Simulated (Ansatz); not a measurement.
Bulk crystal (GdN) after relaxation:

```cif
data_structure
_symmetry_space_group_name_H-M 'Fm-3m'
_symmetry_Int_Tables_number 225
_cell_length_a 5.0020
_cell_length_b 5.0020
_cell_length_c 5.0020
_cell_angle_alpha 90.000
_cell_angle_beta 90.000
_cell_angle_gamma 90.000
_cell_volume 125.15
loop_
_atom_site_label
_atom_site_type_symbol
_atom_site_symmetry_multiplicity
_atom_site_Wyckoff_symbol
_atom_site_fract_x
_atom_site_fract_y
_atom_site_fract_z
_atom_site_occupancy
Gd1 Gd 4 b 0.50000 0.00000 0.00000 1
N1 N 4 a 0.00000 0.00000 0.00000 1
```

Miller indices refer to the conventional cell of Fm-3m (No. 225), a = 5.002 Å, b = 5.002 Å, c = 5.002 Å, α = 90.00°, β = 90.00°, γ = 90.00°.

The (100) slab of 5 planes, 10.0 Å thick with 15 Å of vacuum as cut; outer planes GdN (top) and GdN (bottom).

Theory: Ansatz 0.2.0, DFT PBE+U, scalar-relativistic, plane waves, PAW. Settings: cutoff 420 eV, Γ-centred mesh 10×10×1 on the computed 10-atom cell, Gaussian smearing of 0.10 eV; U_eff Gd 6.00 eV on the f shells (Löwdin-orthogonalised atomic orbitals); collinear spin with starting moments 7.6 -0.2 7.6 -0.2 7.6 -0.2 7.6 -0.2 7.6 -0.2 μB; the SCF started from the saved density, moments and f occupations of an earlier run in this study. A dipole correction removes the field between periodic images along c.

The thin slab has a gap of 0.13 eV, which the bulk, a metal, lacks. Read from the bulk's Fermi level, the relaxed top face's work function is 3.19 eV: the slab is thin for this quantity.

Results for the relaxed slab:

* Surface energy (mean of both faces): 0.88 J/m²
* Work function: 2.93 eV
* Spin moments in spheres of the Gd atoms (bottom, middle, top): 6.91, 6.94, 6.91 μB

Relaxation lowers the energy by 0.069 J/m² a face; the largest move is 0.128 Å.

```tsv
plane (bottom to top)	atoms	spacing to next, bulk (Å)	relaxed (Å)	change (%)	rumpling (Å)
1	GdN	2.501	2.383	-4.7	0.059
2	GdN	2.501	2.521	+0.8	0.033
3	GdN	2.501	2.521	+0.8	0.000
4	GdN	2.501	2.383	-4.7	0.033
5	GdN				0.059
```

The state reached may not be the lowest one. Spin-orbit coupling is left out, which matters for the bands of heavy elements. Gaps are read on the k points sampled, so a band crossing between them can be missed.

γ = (E_slab − N·E_bulk)/2A = 1.379 eV / (2 × 12.51 Å²) = 55.1 meV/Å² = 0.88 J/m², with N = 10 atoms. The cut crosses 2 bonds a cell (neighbours within 10 % of the shortest distances), so each costs 0.69 eV on this count. The top plane, flat in the bulk, buckles with Gd 0.06 Å above N: here the cation ends outward.
